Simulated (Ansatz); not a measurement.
Is this Al5GaSb6 structure a true minimum?

The structure comes from a generated guess, relaxed at this level; another structure or a mixture of phases may lie lower.

These are results of DFT PBE, scalar-relativistic, plane waves, PAW (Ansatz), not measurements. Cutoff 420 eV; k points 6×6×2 on the computed 12-atom cell (Γ-centred); Gaussian smearing, width 0.02 eV; no spin polarisation.

The cell below (12 atoms, space group P-4m2 (No. 115)) is relaxed within its symmetry.

```yaml
crystal:
  lattice:
    - [4.40555, 0.00000, 0.00000]
    - [0.00000, 4.40555, 0.00000]
    - [0.00000, 0.00000, 18.62570]
  atoms:
    - { symbol: Al, position: [0.00000, 0.00000, 0.16685] }
    - { symbol: Al, position: [0.50000, 0.50000, 0.33376] }
    - { symbol: Al, position: [0.50000, 0.50000, 0.66624] }
    - { symbol: Al, position: [0.00000, 0.00000, 0.83315] }
    - { symbol: Al, position: [0.50000, 0.50000, 0.00000] }
    - { symbol: Ga, position: [0.00000, 0.00000, 0.50000] }
    - { symbol: Sb, position: [0.50000, 0.00000, 0.91659] }
    - { symbol: Sb, position: [0.00000, 0.50000, 0.08341] }
    - { symbol: Sb, position: [0.50000, 0.00000, 0.25029] }
    - { symbol: Sb, position: [0.00000, 0.50000, 0.41690] }
    - { symbol: Sb, position: [0.50000, 0.00000, 0.58310] }
    - { symbol: Sb, position: [0.00000, 0.50000, 0.74971] }
```

For the test it was strained at random (σ = 1.5 % a component), the atoms were moved at random (σ = 0.10 Å), and all was relaxed again on a coarse 4×4×1 mesh (in the run’s order of axes) with 0.10 eV smearing, with no symmetry imposed.

These runs have no spin–orbit coupling, which can matter for Sb.

Question: Does it come back?

Answer: It returns, within 1 meV/atom of the unmoved cell on that mesh and with the same symmetry when read at 0.1 Å. So it is stable against the distortions that fit this cell and that this random move excites. Modes that don't fit the cell aren't tested.
